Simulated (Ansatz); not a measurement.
BiTe (space group P-3m1)

```
BiTe
1.0
    4.42246     0.00000     0.00000
   -2.21123     3.82996     0.00000
    0.00000     0.00000    23.92936
Bi Te
6 6
Direct
  0.33333   0.66667   0.29171
  0.66667   0.33333   0.70829
  0.00000   0.00000   0.87543
  0.00000   0.00000   0.12457
  0.66667   0.33333   0.46482
  0.33333   0.66667   0.53518
  0.33333   0.66667   0.05323
  0.66667   0.33333   0.94677
  0.00000   0.00000   0.63610
  0.00000   0.00000   0.36390
  0.66667   0.33333   0.20869
  0.33333   0.66667   0.79131
```

The slice is a (0001) plane (indices of the conventional cell) through the point (0.333, 0.667, 0.053) (fractional), spanned by u = [110] and v = [1 -1 0] in vectors of this cell: u (4.42 Å) and v (7.66 Å, at 90° to u). It covers one period; positions are fractions (u, v).

Computed with PBE-D3(BJ) (plane waves to 420 eV, PAW, scalar-relativistic; Ansatz, an electronic-structure program). k mesh 7×7×2. These are valence fields of a PAW run, semicore shells included where kept as valence: close to a nucleus they are smooth pseudo fields. BiTe was relaxed with its symmetry unable to fall. Spin-orbit coupling is left out, though Bi and Te are heavy.

Task: Sketch the valence electron density on this plane as a map.

Result: 
```
v \ u  0.00  0.12  0.25  0.38  0.50  0.62  0.75  0.88
-----  ----  ----  ----  ----  ----  ----  ----  ----
0.93    0.7   0.1  -0.5  -1.1  -1.5  -1.1  -0.5   0.1
0.86   -0.3  -0.5  -0.9  -1.4  -1.6  -1.4  -0.9  -0.5
0.79   -0.9  -1.0  -1.3  -1.5  -1.6  -1.5  -1.3  -1.0
0.71   -1.2  -1.2  -1.2  -1.1  -1.0  -1.1  -1.2  -1.2
0.64   -1.2  -1.1  -0.8  -0.5  -0.4  -0.5  -0.8  -1.1
0.57   -1.2  -1.0  -0.5   0.1   0.7   0.1  -0.5  -1.0
0.50   -1.3  -1.0  -0.4   0.7   1.2   0.7  -0.4  -1.0
0.43   -1.5  -1.1  -0.5   0.1   0.7   0.1  -0.5  -1.1
0.36   -1.6  -1.4  -0.9  -0.5  -0.3  -0.5  -0.9  -1.4
0.29   -1.6  -1.5  -1.3  -1.0  -0.9  -1.0  -1.3  -1.5
0.21   -1.0  -1.1  -1.2  -1.2  -1.2  -1.2  -1.2  -1.1
0.14   -0.4  -0.5  -0.8  -1.1  -1.2  -1.1  -0.8  -0.5
0.07    0.7   0.1  -0.5  -1.0  -1.2  -1.0  -0.5   0.1
0.00    1.2   0.7  -0.4  -1.0  -1.3  -1.0  -0.4   0.7
```

Values: log₁₀ of the valence density in e/Å³. The scale is logarithmic, as a density can span decades between atoms and voids.
